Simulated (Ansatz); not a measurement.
ZnAu:
```
CELL_PARAMETERS angstrom
      3.09575     0.00000     0.00000
      0.00000     3.09575     0.00000
      0.00000     0.00000     3.09575
ATOMIC_POSITIONS crystal
  Au 0.00000 0.00000 0.00000
  Zn 0.50000 0.50000 0.50000
```

Relaxed with LDA. Special points in fractions of this cell's reciprocal vectors: Γ (0.000, 0.000, 0.000); X (0.000, 0.500, 0.000); M (0.500, 0.500, 0.000); R (0.500, 0.500, 0.500).

### Question
List the band energies nearest the Fermi level at these points for the program Ansatz at the LDA level (PAW).

### Answer
In eV from the Fermi level; about four levels below and three above (degenerate sets whole), none deeper than 8.9 eV; points with the same levels are listed once.

```json
[
 {"k": "Γ", "below": "-5.68 -5.68 -3.87 -3.87 -3.87", "above": "4.91 4.91 4.91"},
 {"k": "X", "below": "-5.19 -5.19 -4.06 -2.45", "above": "10.48 11.34 11.34"},
 {"k": "M", "below": "-4.23 -4.23 -3.24 -2.28 -2.28", "above": "0.90 2.67 10.44"},
 {"k": "R", "below": "-6.84 -6.84 -6.84 -3.19 -3.19", "above": "1.29 3.69 3.73 3.73 3.73"}
]
```

Space group Pm-3m (CsCl type). Symmetry was held in the LDA relaxation; of distortions, only those at the zone centre were tested. Spin–orbit coupling is left out wherever it is not named.

Potentials: the later of the program's two PAW sets.
